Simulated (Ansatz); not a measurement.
According to PBE+D3(BJ) (plane waves, PAW; program Ansatz), MoS₂ in the trigonal phase (R3m; Mo on 3a, S on 3a, S on 3a) relaxes to a = 3.153 Å, c = 17.994 Å. Mo has 6 nearest neighbours from 2.40 Å (trigonal prismatic); S on 3a has 3 nearest neighbours from 2.40 Å (trigonal pyramidal); S on 3a has 3 nearest neighbours from 2.40 Å (trigonal pyramidal). Its formation energy from the elements is -0.93 eV/atom, with no fitted shifts.

It is gapped at this level: 0.76 eV (indirect). The screened hybrid HSE06 puts the gap at 1.30 eV. Gap from PBE+D3(BJ) with spin–orbit coupling: 0.74 eV. Electrons at the band edge weigh 0.50, 0.63, 0.78 mₑ (principal values). The hole mass is 0.59, 0.59, 1.0 mₑ (principal values).

The bulk modulus is 45.3 GPa. The relaxed-ion elastic constants in GPa are C11 = 233, C12 = 57.0, C13 = 15.0, C14 = 5.6, C33 = 55.4, C44 = 22.8. The elastic constants imply a Debye temperature near 379 K. Perturbation theory gives ε∞ = 15.8 (xx = yy), 7.52 (zz). Letting the ions move raises it to ε0 = 16.0 (xx = yy), 7.59 (zz). Born charges are Mo -0.93, S +0.43 to +0.50 e. Without the LO–TO term the highest mode at Γ lies at 463 cm⁻¹. Bader charges are Mo +1.22, S -0.61 e.

The PBE+D3(BJ) relaxation kept the symmetry of its start; of distortions, only those at the zone centre were tested. The run is not spin-polarised. The references are the lowest solids computed at this level, not always the standard phases. Spin–orbit coupling is left out wherever it is not named.

Potentials: the later of the program's two PAW sets.
